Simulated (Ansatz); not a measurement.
TlPO4:
Space group Cmcm (No. 63); a = 5.4408 Å, b = 8.1308 Å, c = 7.1472 Å, α = 90.00°, β = 90.00°, γ = 90.00°

| atom | site | symmetry | x | y | z |
|---|---|---|---|---|---|
| Tl | 4a | 2/m.. | 0.0000 | 0.0000 | 0.0000 |
| P | 4c | m2m | 0.0000 | 0.3532 | 0.2500 |
| O | 8f | m.. | 0.0000 | 0.2572 | 0.0656 |
| O | 8g | ..m | 0.2342 | 0.4666 | 0.2500 |
(The calculation used a cell of 12 atoms; values per cell refer to that cell.)

Relaxed with PBEsol. Plane-wave PAW PBEsol (Ansatz code) gives a gap of 0.88 eV.

**Question.** What gap does HSE06 give on the same cell (Ansatz, PAW)?

**Answer.** 2.53 eV, 1.65 eV more. The hybrid was solved on a coarser mesh and at special points; its gap is the smallest among all of these.

| k | v1 PBEsol | c1 PBEsol | v1 HSE06 | c1 HSE06 |
|---|---|---|---|---|
| Γ | -0.27 | 0.88 | -0.37 | 2.53 |
| Y | 0.00 | 2.05 | 0.00 | 3.83 |
| T | -0.31 | 2.60 | -0.37 | 4.38 |
| Z | -0.30 | 2.50 | -0.40 | 4.20 |
| S | -0.25 | 2.77 | … | … |
| R | -0.55 | 3.11 | … | … |
| Σ0 | -0.25 | 2.71 | … | … |
| A0 | -0.54 | 2.95 | … | … |

**Question.** Top valence (v1) and lowest conduction level (c1) in eV from each method's valence maximum (which need not be a listed point): supply the withheld HSE06 values.

**Answer.** 
- Σ0, v1 HSE06: -0.13
- Σ0, c1 HSE06: 4.47
- A0, v1 HSE06: -0.50
- A0, c1 HSE06: 4.72
- R, v1 HSE06: -0.51
- R, c1 HSE06: 4.88
- S, v1 HSE06: -0.18
- S, c1 HSE06: 4.49

Cost on shared cores: the PBEsol run (SCF on a 6×6×4 mesh, then bands and DOS) roughly 3 core-minutes, the HSE06 run (SCF on 4×4×3, then a few points) about 12 core-minutes (a rough figure); the tasks are unlike.

The workflow started from a Materials Project entry (that database holds measured and hypothetical structures alike); the Crystallography Open Database files this formula in space group No. 63, but the cells were not matched. Whether it is the stable phase at ambient conditions was not checked. The PBEsol relaxation kept the symmetry of its start; whether a distortion lowers the energy is not shown. Scalar-relativistic: spin–orbit coupling is off unless named, which matters more the heavier the elements.

Potentials: the later of the program's two PAW sets.
